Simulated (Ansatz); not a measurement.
Input and command of a calculation in Ansatz (plane waves; scalar-relativistic PAW potentials unless the input names others):

```yaml
crystal:
  lattice:
    - [3.5001558404, 0.0, 0.0]
    - [-1.7500779202, 3.031223875, 0.0]
    - [0.0, 0.0, 5.7411862032]
  atoms:
    - { symbol: Co, position: [0.0, 0.0, 0.0], spin: 2.75 }
    - { symbol: Cl, position: [0.6666666667, 0.3333333333, 0.7678532556], spin: 0.2 }
    - { symbol: Cl, position: [0.3333333333, 0.6666666667, 0.2321467444], spin: 0.2 }
basis:
  ecutwfc: 420
kpoints:
  mp_grid: { grid: [12, 12, 6] }
hamiltonian:
  xc: lda
scf:
  occupations: { method: methfessel_paxton, width: 0.05 }
output:
  forces: true
  eigenvalues: true
  stress: true
magnetization:
  spin_polarized: true
relax:
  adjacent_minimum: "off"
  f_tol: 0.005
  max_steps: 50
  cell: { stress_tol: 0.05 }
```

```bash
ansatz run input.yaml --threads 1 --pin off --max-ram 2560MiB --backend cpu --events-out ev --progress --plain --runs-dir out
```

Abridged log:
```
Pseudopotentials: kind: paw
Pseudopotential: Co, paw, valence charge 17, recommended cutoff 420 eV (normal)
Pseudopotential: Cl, paw, valence charge 7, recommended cutoff 420 eV (normal)
Functional definition: SPW92
Crystal: 3 atoms, lattice volume = 60.913 Å³
Basis set: ecut = 420 eV, 1177 PW (Γ)
Bands: 22, of which v1, the nominal top of the filled ones, is band 16 counted from 1 (15 counted from 0)
Symmetry: 12 space group operations
Space group: P-3m1 (ITA 164), of the structure as read, at distance tolerance 3.9e-5 Å
Magnetic group: BNS 164.85 (UNI 1315), of the structure as read, at distance tolerance 3.9e-5 Å
k-points: 100 of 864
Initial density: superposition of atomic densities (chi_scale 0.1, normalization cell, long waves kept (reshape's long-wave potential 0.23 eV rms))
Starting moments: Σ|m| = 3.15 μB on 3 of 3 sites
Initial wavefunctions: pseudopotential atomic-orbital guess
Functional: x = slater, c = lda
SCF iter   1: F=—  HF=-7153.411699 eV  |F-HF|=—  |Δ(HF+E_count)|=         —  Δρ=1.33e-1 (↑6.60e-2 ↓1.33e-1) dr2=2.60e1  dr2_m=7.22e-1  M=2.424 μB ∫|m|=2.424 μB  β_m=0.30  ethr=3.10e-3  ⟨swp⟩=6.0  Hψ=20752  notcnv=0
Mixer restart at iter 1: flushing history
spin=Collinear: Kerker preconditioning applied to the charge; magnetization (m = ρ↑ − ρ↓) channel mixes plain (no charge-response kernel on spin).
SCF iter   2: F=—  HF=-7152.983479 eV  |F-HF|=—  |Δ(HF+E_count)|=   4.28e-1  Δρ=4.60e-2 (↑2.23e-2 ↓4.60e-2) dr2=6.50e0  dr2_m=1.24e-1  M=2.687 μB ∫|m|=2.689 μB  β_m=0.37  ethr=3.10e-3  ⟨swp⟩=3.0  Hψ=10909  notcnv=0  defer=355
SCF iter   3: F=—  HF=-7152.443637 eV  |F-HF|=—  |Δ(HF+E_count)|=   5.40e-1  Δρ=2.05e-2 (↑1.49e-2 ↓2.05e-2) dr2=2.12e0  dr2_m=2.22e-2  M=2.746 μB ∫|m|=2.751 μB  β_m=0.54  ethr=3.10e-3  ⟨swp⟩=3.2  Hψ=8320  notcnv=0  defer=354
SCF iter   4: F=—  HF=-7151.989010 eV  |F-HF|=—  |Δ(HF+E_count)|=   4.55e-1  Δρ=2.42e-2 (↑8.64e-3 ↓2.42e-2) dr2=4.23e-1  dr2_m=5.35e-2  M=2.894 μB ∫|m|=2.904 μB  β_m=0.77  ethr=3.10e-3  ⟨swp⟩=3.0  Hψ=8217  notcnv=0  defer=354
SCF iter   5: F=—  HF=-7152.193420 eV  |F-HF|=—  |Δ(HF+E_count)|=   2.04e-1  Δρ=7.21e-3 (↑4.22e-3 ↓7.21e-3) dr2=4.71e-2  dr2_m=1.56e-2  M=3.000 μB ∫|m|=3.011 μB  β_m=0.88  ethr=1.36e-3  ⟨swp⟩=3.2  Hψ=9657  notcnv=0  defer=356
SCF iter   6: F=—  HF=-7152.196278 eV  |F-HF|=—  |Δ(HF+E_count)|=         —  Δρ=1.05e-3 (↑1.04e-3 ↓1.05e-3) dr2=5.73e-3  dr2_m=1.19e-4  M=3.000 μB ∫|m|=3.013 μB  β_m=0.88  ethr=1.52e-4  ⟨swp⟩=2.1  Hψ=7198  notcnv=0  defer=356
Mixer restart at iter 6: flushing history
SCF iter   7: F=—  HF=-7152.196461 eV  |F-HF|=—  |Δ(HF+E_count)|=   1.83e-4  Δρ=8.21e-4 (↑7.20e-4 ↓8.21e-4) dr2=3.44e-3  dr2_m=6.70e-6  M=3.000 μB ∫|m|=3.013 μB  β_m=0.94  ethr=1.85e-5  ⟨swp⟩=2.3  Hψ=6168  notcnv=0  defer=356
SCF iter   8: F=—  HF=-7152.196541 eV  |F-HF|=—  |Δ(HF+E_count)|=   8.05e-5  Δρ=1.05e-3 (↑9.66e-4 ↓1.05e-3) dr2=2.08e-3  dr2_m=9.64e-6  M=3.000 μB ∫|m|=3.013 μB  β_m=0.82  ethr=1.11e-5  ⟨swp⟩=2.5  Hψ=7095  notcnv=0  defer=356
   ...
SCF iter   3: F=—  HF=-7152.301811 eV  |F-HF|=—  |Δ(HF+E_count)|=   3.46e-6  S|Δr|=    0.00e0  Δρ=1.15e-4 (↑6.34e-5 ↓1.15e-4) dr2=1.00e-5  dr2_m=4.48e-7  M=3.000 μB ∫|m|=3.015 μB  β_m=0.48  ethr=1.79e-8  ⟨swp⟩=2.0  Hψ=7525  notcnv=0
SCF iter   4: F=—  HF=-7152.301814 eV  |F-HF|=—  |Δ(HF+E_count)|=   2.76e-6  S|Δr|=    0.00e0  Δρ=7.32e-6 (↑7.32e-6 ↓5.47e-6) dr2=2.21e-8  dr2_m=1.52e-9  M=3.000 μB ∫|m|=3.015 μB  β_m=0.63  ethr=1.79e-8  ⟨swp⟩=2.4  Hψ=6749  notcnv=0
SCF iter   5: F=—  HF=-7152.301813 eV  |F-HF|=—  |Δ(HF+E_count)|=   1.16e-6  S|Δr|=    0.00e0  Δρ=4.67e-6 (↑1.46e-6 ↓4.67e-6) dr2=9.26e-9  dr2_m=2.05e-9  M=3.000 μB ∫|m|=3.015 μB  β_m=0.81  ethr=7.12e-11  ⟨swp⟩=2.0  Hψ=7590  notcnv=0
SCF iter   6: F=—  HF=-7152.301813 eV  |F-HF|=—  |Δ(HF+E_count)|=   7.29e-9  S|Δr|=    0.00e0  Δρ=4.01e-6 (↑1.92e-6 ↓4.01e-6) dr2=1.29e-8  dr2_m=6.64e-10  M=3.000 μB ∫|m|=3.015 μB  β_m=0.91  ethr=2.99e-11  ⟨swp⟩=2.0  Hψ=7521  notcnv=0
SCF iter   7: F=—  HF=-7152.301813 eV  |F-HF|=—  |Δ(HF+E_count)|=   1.69e-9  S|Δr|=    0.00e0  Δρ=7.82e-7 (↑1.83e-7 ↓7.82e-7) dr2=1.57e-10  dr2_m=7.33e-11  M=3.000 μB ∫|m|=3.015 μB  β_m=0.78  ethr=2.99e-11  ⟨swp⟩=2.0  Hψ=5315  notcnv=0
SCF iter   8: F=—  HF=-7152.301813 eV  |F-HF|=—  |Δ(HF+E_count)|=  1.55e-11  S|Δr|=    0.00e0  Δρ=3.17e-7 (↑1.36e-7 ↓3.17e-7) dr2=1.16e-10  dr2_m=5.90e-12  M=3.000 μB ∫|m|=3.015 μB  β_m=0.89  ethr=1.00e-12  ⟨swp⟩=5.4  Hψ=17156  notcnv=0
SCF iter   9: F=—  HF=-7152.301813 eV  |F-HF|=—  |Δ(HF+E_count)|=  1.82e-12  S|Δr|=    0.00e0  Δρ=1.66e-7 (↑6.97e-8 ↓1.66e-7) dr2=4.10e-11  dr2_m=1.43e-12  M=3.000 μB ∫|m|=3.015 μB  β_m=0.94  ethr=1.00e-12  ⟨swp⟩=1.0  Hψ=4400  notcnv=0
SCF iter  10: F=-7152.301813 eV  HF=-7152.301813 eV  |F-HF|=5.46e-12  |Δ(HF+E_count)|=  5.46e-12  S|Δr|=    0.00e0  Δρ=3.12e-8 (↑1.80e-8 ↓3.12e-8) dr2=1.63e-12  dr2_m=3.92e-14  M=3.000 μB ∫|m|=3.015 μB  ethr=1.00e-12  ⟨swp⟩=5.0  Hψ=15083  notcnv=0
SCF 6 converged in 10 iterations: F = -7152.301813 eV  dr2 = 1.63e-12
SCF converged after 10 iterations
Stability not checked: this state was not tested for a lower state beside it, because cold or Methfessel-Paxton smearing, or corrected tetrahedra, fill the levels in a way that the test cannot read (fill_not_monotonic; see scf.lower_state_search)
Magnetization: 3.0002 μB (17.0001 up, 13.9999 down)
Absolute magnetization: 3.0146 μB (∫|ρ↑−ρ↓|, with the PAW one-centre terms)
Spin contamination: 0.0085 ħ² per cell (⟨S²⟩ above its minimum at these occupations)
Per-site moments (μB) at R_I (Å): [(2.39769738, 0.96990693), (0.21672745, 0.96990693), (0.21672745, 0.96990693)]
Free energy (F): -7152.301813 eV
Harris-Foulkes:  -7152.301813 eV  (|F-HF|=5.46e-12)
Internal energy: -7152.301717 eV  (E = F + TS)
E sigma→0 (E₀):  -7152.301789 eV
Entropy (-TS):   -0.000096 eV (-0.032 meV/atom)
Fermi energy:    7.025958 eV
--- Forces (eV/Å), atoms counted from 1 ---
  atom   1  Co     0.00000000     0.00000000     0.00000000
  atom   2  Cl     0.00000000     0.00000000    -0.00074391
  atom   3  Cl     0.00000000     0.00000000     0.00074391
--- Stress (GPa, compression-positive) ---
       -0.041010       0.000000       0.000000
        0.000000      -0.041010       0.000000
        0.000000       0.000000      -0.017661
  P = ⅓ Tr σ = -0.0332 GPa (-0.332 kbar)
--- Relaxed structure (5 steps of the walk, 5 accepted, 1 SCFs on fresh bases) ---
  F+E_penalty+E_count = -7152.30181273 eV   max|allowed force component| = 7.439e-4 eV/Å   (the final SCF, on the basis selected at the relaxed cell)
  cell:  # Å, volume = 54.7523 Å³
    - [3.35670439, 0.0, 0.0]
    - [-1.67835219, 2.90699127, 0.0]
    - [0.0, 0.0, 5.61106523]
  atoms:
    - { symbol: Co, position: [0.0, 0.0, 0.0] }
    - { symbol: Cl, position: [0.66666666, 0.33333333, 0.76271115] }
    - { symbol: Cl, position: [0.33333333, 0.66666666, 0.23728884] }
```

Apart from outputs and empty bands, the input differs from a reference run on usual settings in scf.occupations.method: "gaussian" → "methfessel_paxton"; scf.occupations.width: 0.02 → 0.05. The reference, at the same start, ended its own course with a relaxed volume of 18.26 Å³/atom, pressure -0.04 GPa, largest force 0.001 eV/Å, no gap on the mesh. This run converged in 66 SCF iterations over all its steps (reference: 59) with an energy at zero smearing 0.06 meV/atom above the reference's, a relaxed volume of 18.25 Å³/atom, pressure -0.03 GPa, largest force 0.001 eV/Å, no gap on the mesh.

Moments start parallel, and another magnetic order may lie lower. No Hubbard U is used, which oxides and halides of open 3d shells often need for their gap.

It took 110 s on 1 thread of Arm Neoverse V1, with other jobs on the host, peak memory 0.47 GiB.